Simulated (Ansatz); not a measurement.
CuI (zinc blende)

```cif
data_Cu4I4
_chemical_formula_sum 'I4 Cu4'
_space_group_name_H-M_alt 'F-43m'
_space_group_IT_number 216
_space_group_name_Hall 'F -4 2 3'
_cell_length_a 5.93903
_cell_length_b 5.93903
_cell_length_c 5.93903
_cell_angle_alpha 90.000
_cell_angle_beta 90.000
_cell_angle_gamma 90.000
loop_
_atom_site_label
_atom_site_type_symbol
_atom_site_symmetry_multiplicity
_atom_site_Wyckoff_symbol
_atom_site_fract_x
_atom_site_fract_y
_atom_site_fract_z
_atom_site_occupancy
I1 I 4 c 0.25000 0.25000 0.25000 1
Cu1 Cu 4 a 0.00000 0.00000 0.00000 1
```
(The calculation used a cell of 2 atoms; values per cell refer to that cell.)

Two coordinates are scanned: the volume, and the ratio of the stretch along z (the conventional c axis) to the stretch across it. Atoms keep their fractional coordinates.

These are PBEsol (plane waves to 420 eV, PAW, scalar-relativistic; Ansatz, a program for electronic structure) values and carry that method's errors. k mesh 10×10×10 (Γ-centred), Fermi-Dirac smearing 0.05 eV. E stands for the smeared free energy. CuI is run without spin polarisation. CuI was relaxed with its symmetry unable to fall. Spin-orbit coupling is left out, though I is heavy. The PAW data are Ansatz's earlier set. ΔE is measured from the relaxed starting cell.

Task: Give the computed ΔE (kJ/mol of atoms) at all points of the grid V/V₀ = 0.920, 0.947, 0.973, 1.000, 1.027, 1.053, 1.080 by (c/a)/(c/a)₀ = 0.880, 0.920, 0.960, 1.000, 1.040, 1.080, 1.120.

Result: ΔE (kJ/mol of atoms), with V/V₀ across and (c/a)/(c/a)₀ down:

```tsv
(c/a)/(c/a)₀ \ V/V₀	0.920	0.947	0.973	1.000	1.027	1.053	1.080
0.880	4.03	2.45	1.64	1.46	1.82	2.64	3.84
0.920	3.44	1.79	0.89	0.65	0.96	1.73	2.89
0.960	3.08	1.37	0.44	0.16	0.44	1.18	2.32
1.000	2.95	1.23	0.29	0.00	0.27	1.00	2.14
1.040	3.08	1.38	0.44	0.16	0.44	1.18	2.32
1.080	3.49	1.82	0.91	0.66	0.95	1.71	2.87
1.120	4.18	2.56	1.70	1.48	1.81	2.59	3.77
```

(A scan under strain: stresses follow from slopes of the energy per volume, elastic moduli from its curvatures.)
